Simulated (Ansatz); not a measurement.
CdF₂:
```cif
data_Cd4F8
_chemical_formula_sum 'Cd4 F8'
_space_group_name_H-M_alt 'Fm-3m'
_space_group_IT_number 225
_space_group_name_Hall '-F 4 2 3'
_cell_length_a 5.29744
_cell_length_b 5.29744
_cell_length_c 5.29744
_cell_angle_alpha 90.000
_cell_angle_beta 90.000
_cell_angle_gamma 90.000
loop_
_atom_site_label
_atom_site_type_symbol
_atom_site_symmetry_multiplicity
_atom_site_Wyckoff_symbol
_atom_site_fract_x
_atom_site_fract_y
_atom_site_fract_z
_atom_site_occupancy
Cd1 Cd 4 a 0.00000 0.00000 0.00000 1
F1 F 8 c 0.25000 0.25000 0.25000 1
```
(The calculation used a cell of 3 atoms; values per cell refer to that cell.)

Relaxed with LDA.

Give the optical modes at the zone centre with their infrared and Raman activity from DFPT, plane-wave PAW LDA (Ansatz code).

Transverse frequencies, without the LO–TO term; a row sums one degenerate level.

```json
[
 {"ω (cm⁻¹)": "237", "degeneracy": "3", "IR ((D/Å)²/amu)": "14.73", "Raman (Å⁴/amu)": "0", "activity": "IR", "symmetry": "T1u"},
 {"ω (cm⁻¹)": "319", "degeneracy": "3", "IR ((D/Å)²/amu)": "0.00", "Raman (Å⁴/amu)": "5.5", "activity": "Raman", "symmetry": "T2g"}
]
```

How high does the top mode go among those that the LO–TO term moves?

390 cm⁻¹ for q along x.

The cell was relaxed with LDA under the symmetry of its start; phonons on a q-mesh show no instability.

Potentials: the later of the program's two PAW sets.
